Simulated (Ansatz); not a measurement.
CsPbCl3 (Pm-3m) from a database of computed structures, relaxed with r2SCAN, was run in Ansatz 0.2.0 under altered settings. All numbers are computed, without spin polarisation but where a row says otherwise.

```yaml
crystal:
  lattice:
    - [4.01412, 2.31755, 3.27732]
    - [-4.01412, 2.31755, 3.27732]
    - [0.00000, -4.63511, 3.27732]
  atoms:
    - { symbol: Cs, position: [0.50000, 0.50000, 0.50000] }
    - { symbol: Pb, position: [0.00000, 0.00000, 0.00000] }
    - { symbol: Cl, position: [0.50000, 0.00005, 0.99995] }
    - { symbol: Cl, position: [0.00005, 0.99995, 0.50000] }
    - { symbol: Cl, position: [0.99995, 0.50000, 0.00005] }
```

The base run's other keys:
```yaml
kpoints:
  mp_grid: { grid: [4, 4, 4] }
hamiltonian:
  xc: pbe
scf:
  occupations: { method: fixed }
  n_extra_bands: 5
```

It takes 6 iterations with 3575 plane waves at 420 eV and 13 k points, and leaves a mean stress of +0.80 GPa. The gap over this mesh is 2.088 eV. It ran on 4 threads of Arm Neoverse V2, on a shared host.

Outcomes, with energy and stress as changes against the base:
```csv
setting,outcome,ΔF (meV/atom),Δ mean stress (GPa),gap on the mesh (eV),iterations,wall time
scf.occupations: methfessel_paxton 0.2,converged,0.0,0.00,2.088,5,1.8 s
scf.occupations: gaussian 0.2,converged,0.0,0.00,2.088,6,1.8 s
"kpoints.mp_grid.grid: [2, 2, 2]",converged,+101,+1.08,2.030,6,0.6 s
scf.mixing.beta: 0.05,converged,0.0,0.00,2.088,10,2.2 s
accuracy: high,converged,0.0,0.00,2.088,8,2.3 s
basis.ecutwfc: 250,"converged, warned",+159,+0.03,2.146,6,0.97 s
scf.occupations: methfessel_paxton 0.05,converged,0.0,0.00,2.088,5,1.8 s
scf.n_extra_bands: 0,converged,0.0,0.00,2.088,6,1.7 s
scf.n_extra_bands: 1,converged,0.0,0.00,2.088,6,1.7 s
scf.occupations: fermi_dirac 0.2,converged,0.0,0.00,2.088,6,1.9 s
basis.ecutrho_ratio: 8,converged,0.0,0.00,2.088,6,2 s
scf.convergence.dr2_threshold: 1.0,"converged, warned",0.0,0.0,2.088,6,2 s
```
A dash marks a value that wasn't obtained or can't be compared. Stress is positive in compression. The base took 1.9 s.

- kpoints.mp_grid.grid: [2, 2, 2]. The free energy moves by +101 meV an atom, the mean stress by +1.08 GPa and the gap on the mesh by -0.058 eV (to 2.030). The mesh is too coarse.
- basis.ecutwfc: 250. 1647 plane waves in place of 3575. The free energy moves by +159 meV an atom, the mean stress by +0.03 GPa and the gap on the mesh by +0.058 eV (to 2.146). The basis is too small: these are errors of the cutoff. Warned: cutoff below recommended.
- scf.convergence.dr2_threshold: 1.0. It converges in 6 iterations, as the base does. Even so loose a threshold leaves the results unchanged here, which can't be counted on. Warned: force scf threshold loose, stress scf threshold loose.

Within 1 meV an atom, 0.1 GPa and 0.005 eV of the base stay: scf.occupations: methfessel_paxton 0.2; scf.occupations: gaussian 0.2; scf.mixing.beta: 0.05; accuracy: high; scf.occupations: methfessel_paxton 0.05; scf.n_extra_bands: 0; scf.n_extra_bands: 1; scf.occupations: fermi_dirac 0.2; basis.ecutrho_ratio: 8; scf.convergence.dr2_threshold: 1.0.

Spin-orbit coupling is left out; in compounds of Pb, Bi, Tl or Hg it can lower a gap by up to about 1 eV, split its edges or invert the bands.
